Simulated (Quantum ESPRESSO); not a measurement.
# Ta3Pt3CuAl: input and log of a self-consistent run

A calculation, not a measurement. The program is pw.x of Quantum ESPRESSO 7.5 (plane-wave density functional theory). The cell is made up: eight metal atoms on a hexagonal close-packed lattice, with elements, volume, strain and displacements drawn at random and not relaxed, so it may be unstable or far from any real phase. PseudoDojo standard norm-conserving files set the functional (PBE unless stated); there is no spin polarisation or spin-orbit coupling, the Fermi-Dirac width of 0.25 eV means electrons at about 2900 K, and the masses in the input are unused placeholders. The copper pseudopotential is less sure than most, with forces differing by about three percent and pressure by about two GPa from a second method on plain copper. Heavy elements are run without spin-orbit coupling, which real alloys of them have. A spin test at this wide smearing found no moment, but such smearing suppresses magnetism that the real alloy may have.

Input:

```
&control calculation='scf', pseudo_dir='./dojo.nc.sr.pbe.v0_5.standard.upf', outdir='./o', disk_io='minimal', tprnfor=.true., tstress=.true. /
&system ibrav=0, nat=8, ntyp=4, nbnd=74, ecutwfc=92.02030273, nosym=.true., tot_charge=0,
 occupations='smearing', smearing='fd', degauss=0.0183746611
/
&electrons conv_thr=1.470e-08, electron_maxstep=70, mixing_beta=0.5 /
ATOMIC_SPECIES
Al 1.0 Al.upf
Cu 1.0 Cu.upf
Pt 1.0 Pt.upf
Ta 1.0 Ta.upf
CELL_PARAMETERS angstrom
-2.7407 0.0 0.0
0.0 4.7471 0.0
1.3704 -2.3735 -9.1852
ATOMIC_POSITIONS angstrom
Ta -0.0816 0.0762 -0.014
Pt -0.122 1.5947 -2.3401
Pt -0.0208 0.078 -4.7338
Ta -0.0212 1.646 -6.8528
Ta -1.438 2.2909 -0.0258
Cu -1.4181 3.9655 -2.2288
Pt -1.2791 2.3833 -4.3504
Al -1.4161 -0.7655 -6.8508
K_POINTS automatic
9 5 3 1 1 1
```

The log is shortened where brackets say so; the opening notice, blank lines, dates and the lines on written files are dropped, and the path of the files is cut. It prints rydbergs, bohrs and kilobars, and counts compression as positive stress. Its total energy is the free energy E - TS of the whole cell.

```
     Program PWSCF v.7.5
     Parallel version (MPI & OpenMP), running on       4 processor cores
     Number of MPI processes:                 4
     Threads/MPI process:                     1
     [start-up lines left out]
     bravais-lattice index     =            0
     lattice parameter (alat)  =       5.1792  a.u.
     unit-cell volume          =     806.4456 (a.u.)^3
     number of atoms/cell      =            8
     number of atomic types    =            4
     number of electrons       =       115.00
     number of Kohn-Sham states=           74
     kinetic-energy cutoff     =      92.0203  Ry
     charge density cutoff     =     368.0812  Ry
     scf convergence threshold =      1.5E-08
     mixing beta               =       0.5000
     number of iterations used =            8  plain     mixing
     Exchange-correlation= PBE
                           (   1   4   3   4   0   0   0)
     [axes and pseudopotential details left out]
   Cartesian axes
     site n.     atom                  positions (alat units)
         1        Ta     tau(   1) = (  -0.0297734   0.0278031  -0.0051082  )
         2        Pt     tau(   2) = (  -0.0445142   0.5818586  -0.8538330  )
         3        Pt     tau(   3) = (  -0.0075893   0.0284599  -1.7272230  )
         4        Ta     tau(   4) = (  -0.0077353   0.6005765  -2.5003831  )
         5        Ta     tau(   5) = (  -0.5246835   0.8358813  -0.0094137  )
         6        Cu     tau(   6) = (  -0.5174226   1.4468931  -0.8132229  )
         7        Pt     tau(   7) = (  -0.4667056   0.8695954  -1.5873317  )
         8        Al     tau(   8) = (  -0.5166928  -0.2793082  -2.4996534  )
     number of k points=    68  Fermi-Dirac smearing, width (Ry)=  0.0184
                       cart. coord. in units 2pi/alat
        k(    1) = (  -0.0555556   0.0577342  -0.0729379), wk =   0.0296296
        k(    2) = (  -0.0555556   0.0577342   0.1259836), wk =   0.0296296
     [further k points left out]
     Dense  grid:    96159 G-vectors     FFT dimensions: (  32,  60, 120)
     Estimated max dynamical RAM per process >     421.09 MB
     Estimated total dynamical RAM >       1.58 GB
     Initial potential from superposition of free atoms
     starting charge     114.9940, renormalised to     115.0000
     Starting wfcs are   74 randomized atomic wfcs
     total cpu time spent up to now is        8.3 secs
     per-process dynamical memory:   346.5 Mb
     Self-consistent Calculation
     iteration #  1     ecut=    92.02 Ry     beta= 0.50
     Davidson diagonalization with overlap
     ethr =  1.00E-02,  avg # of iterations =  5.5
     total cpu time spent up to now is       32.9 secs
     total energy              =   -1537.08187144 Ry
     estimated scf accuracy    <      30.21203526 Ry
     iteration #  2     ecut=    92.02 Ry     beta= 0.50
     Davidson diagonalization with overlap
     ethr =  1.00E-02,  avg # of iterations =  5.5
     total cpu time spent up to now is       65.7 secs
     total energy              =   -1548.24084106 Ry
     estimated scf accuracy    <     277.43342753 Ry
     iteration #  3     ecut=    92.02 Ry     beta= 0.50
     Davidson diagonalization with overlap
     ethr =  1.00E-02,  avg # of iterations =  5.5
     total cpu time spent up to now is       94.9 secs
     total energy              =   -1557.95994116 Ry
     estimated scf accuracy    <      25.14376422 Ry
     iteration #  4     ecut=    92.02 Ry     beta= 0.50
     Davidson diagonalization with overlap
     ethr =  1.00E-02,  avg # of iterations =  2.1
     total cpu time spent up to now is      113.6 secs
     total energy              =   -1558.02294994 Ry
     estimated scf accuracy    <      14.18506520 Ry
     iteration #  5     ecut=    92.02 Ry     beta= 0.50
     Davidson diagonalization with overlap
     ethr =  1.00E-02,  avg # of iterations =  1.1
     total cpu time spent up to now is      131.3 secs
     total energy              =   -1558.35477708 Ry
     estimated scf accuracy    <       4.54453471 Ry
     [iterations 6 to 14 left out]
     iteration # 15     ecut=    92.02 Ry     beta= 0.50
     Davidson diagonalization with overlap
     ethr =  1.13E-07,  avg # of iterations =  1.0
     total cpu time spent up to now is      320.0 secs
     total energy              =   -1558.06842070 Ry
     estimated scf accuracy    <       0.00002689 Ry
     iteration # 16     ecut=    92.02 Ry     beta= 0.50
     Davidson diagonalization with overlap
     ethr =  2.34E-08,  avg # of iterations =  2.0
     total cpu time spent up to now is      338.2 secs
     total energy              =   -1558.06842429 Ry
     estimated scf accuracy    <       0.00000121 Ry
     iteration # 17     ecut=    92.02 Ry     beta= 0.50
     Davidson diagonalization with overlap
     ethr =  1.05E-09,  avg # of iterations =  2.0
     total cpu time spent up to now is      356.5 secs
     total energy              =   -1558.06842438 Ry
     estimated scf accuracy    <       0.00000048 Ry
     iteration # 18     ecut=    92.02 Ry     beta= 0.50
     Davidson diagonalization with overlap
     ethr =  4.13E-10,  avg # of iterations =  1.0
     total cpu time spent up to now is      373.5 secs
     total energy              =   -1558.06842442 Ry
     estimated scf accuracy    <       0.00000026 Ry
     iteration # 19     ecut=    92.02 Ry     beta= 0.50
     Davidson diagonalization with overlap
     ethr =  2.22E-10,  avg # of iterations =  1.0
     total cpu time spent up to now is      390.2 secs
     End of self-consistent calculation
     [lines on levels left out]
!    total energy              =   -1558.06842444 Ry
     estimated scf accuracy    <          4.5E-09 Ry
     smearing contrib. (-TS)   =      -0.08724753 Ry
     internal energy E=F+TS    =   -1557.98117691 Ry
     The total energy is F=E-TS. E is the sum of the following terms:
     one-electron contribution =    -730.58923851 Ry
     hartree contribution      =     433.78501435 Ry
     xc contribution           =    -281.07553666 Ry
     ewald contribution        =    -980.10141609 Ry
     convergence has been achieved in  19 iterations
     Forces acting on atoms (cartesian axes, Ry/au):
     atom    1 type  4   force =     0.00486711   -0.09805178   -0.04790249
     atom    2 type  3   force =     0.03894830   -0.04412142    0.12484860
     atom    3 type  3   force =     0.01384543   -0.05771333    0.01434341
     atom    4 type  4   force =    -0.00138808    0.00147165    0.04940672
     atom    5 type  4   force =    -0.00623743    0.10277794   -0.01108267
     atom    6 type  2   force =    -0.00548166    0.00681095   -0.01464772
     atom    7 type  3   force =    -0.04830453    0.07476594   -0.15029925
     atom    8 type  1   force =     0.00375085    0.01406004    0.03533340
     Total force =     0.283101     Total SCF correction =     0.000315
     Computing stress (Cartesian axis) and pressure
          total   stress  (Ry/bohr**3)                   (kbar)     P=      236.58
   0.00183501  -0.00005828   0.00009989          269.94       -8.57       14.69
  -0.00005828   0.00180263  -0.00026772           -8.57      265.18      -39.38
   0.00009989  -0.00026772   0.00118712           14.69      -39.38      174.63
     init_run     :      7.97s CPU      8.21s WALL (       1 calls)
     electrons    :    375.32s CPU    381.97s WALL (       1 calls)
     forces       :      3.06s CPU      3.08s WALL (       1 calls)
     stress       :     10.28s CPU     10.53s WALL (       1 calls)
     [timing details left out]
     PWSCF        :   6m36.70s CPU   6m43.95s WALL
     JOB DONE.
```

In other units: free energy -21198.601 eV for the cell, pressure 23.66 GPa, largest force component 3.864 eV/Å in size. The run took 406 s of wall time with four MPI processes on a shared machine (Intel Xeon, 2023 or later, virtual cores), so the time is rough. A rerun of this cell at a higher cutoff and on a denser mesh moved values by no more than 0.014 eV in energy, 0.06 GPa in stress and 0.014 eV/Å in force, and a second program with other atomic files agreed on that cell to 2 % rms in force and 0.5 GPa in pressure.